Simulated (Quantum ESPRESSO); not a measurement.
```cif
data_Cl24Na4Rb8Sc4
_chemical_formula_sum 'Na4 Cl24 Sc4 Rb8'
_space_group_name_H-M_alt 'Fm-3m'
_space_group_IT_number 225
_space_group_name_Hall '-F 4 2 3'
_cell_length_a 10.38136
_cell_length_b 10.38136
_cell_length_c 10.38136
_cell_angle_alpha 90.000
_cell_angle_beta 90.000
_cell_angle_gamma 90.000
loop_
_atom_site_label
_atom_site_type_symbol
_atom_site_symmetry_multiplicity
_atom_site_Wyckoff_symbol
_atom_site_fract_x
_atom_site_fract_y
_atom_site_fract_z
_atom_site_occupancy
Na1 Na 4 b 0.50000 0.50000 0.50000 1
Cl1 Cl 24 e 0.00000 0.00000 0.23942 1
Sc1 Sc 4 a 0.00000 0.00000 0.00000 1
Rb1 Rb 8 c 0.25000 0.25000 0.25000 1
```
(The calculation used a cell of 10 atoms; values per cell refer to that cell.)

The geometry is that of Materials Project entry mp-1113963, symmetrised and not relaxed again.

What does LDA (Quantum ESPRESSO, PseudoDojo norm-conserving, 88 Ry, without SOC) give for the electronic structure near the Fermi level?

The LDA gap is direct, 3.77 eV at Γ. Another valence and conduction extremum on the path lies within 0.02 eV, too close to call. 

The structure is a Materials Project entry; no match was found in the copy of COD used, and its stability was not checked.
